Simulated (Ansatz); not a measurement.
## BN: computed property card

BN:
```xyz
12
Lattice="2.4986 0.0000 0.0000 -1.2493 2.1638 0.0000 0.0000 0.0000 19.7810" Properties=species:S:1:pos:R:3 pbc="T T T"
B      0.0000     0.0000     1.6512
N      0.0000     1.4426     1.6532
B      0.0000     1.4426     4.9452
N      1.2493     0.7213     4.9470
B      1.2493     0.7213     8.2369
N      0.0000     0.0000     8.2381
B      0.0000     0.0000    11.5417
N      1.2493     0.7213    11.5437
B      1.2493     0.7213    14.8357
N      0.0000     1.4426    14.8375
B      0.0000     1.4426    18.1274
N      0.0000     0.0000    18.1286
```

Space group P6_3mc (No. 186); conventional cell a = b = 2.4986 Å, c = 19.7810 Å, α = β = 90.00°, γ = 120.00°.

Method: the program Ansatz at the r²SCAN+D4 level (PAW). Structure relaxed to zero pressure with the same functional. Other levels are named where they apply.

**Cell and energy**

```yaml
volume_per_atom: 8.91 Å³
density: 2.31 g/cm³
Formation energy from the elements (no fitted shifts): -1.38 eV/atom
```

**Electronic structure**

```yaml
band_gap: 4.70 eV (indirect)
valence_band_maximum: on the K–Γ line, 7 % of the way from K
conduction_band_minimum: at M (3 equivalent valleys)
smallest_direct_gap_on_the_standard_path: 5.17 eV
electron_effective_mass: 0.25, 0.99, 2.3 mₑ (principal values)
hole_effective_mass: 0.66, 3.1, 5.4 mₑ (principal values)
HSE06 gap on the r²SCAN+D4 cell: 5.46 eV
```

**Mechanics**

```yaml
Bulk modulus (Birch–Murnaghan fit): 32.0 GPa
Pressure derivative B′: 10.3
Elastic constants (relaxed ions, GPa): C11 = 922, C12 = 202, C13 = -1.1, C33 = 33.5, C44 = 5.7
mechanical_stability: stable (all eigenvalues of C positive)
Piezoelectric stress constants (proper, relaxed ions, C/m²): e31 = e32 = -0.03, e33 = 0.08
```

**Charges**

```yaml
bader_charges: B +2.30 to +2.31, N -2.31 to -2.30 e
```

The start of the workflow was typed in or built on a structure type. Its sites differ from those of the usual phase in this space group: another stacking or structure type. Symmetry was held in the r²SCAN+D4 relaxation; its stability against distortions is not shown here. Signs of piezoelectric constants follow the polarity of the cell as given. The references are the lowest solids computed at this level, not always the standard phases (solids in place of the gases).

Potentials: the later of the program's two PAW sets.
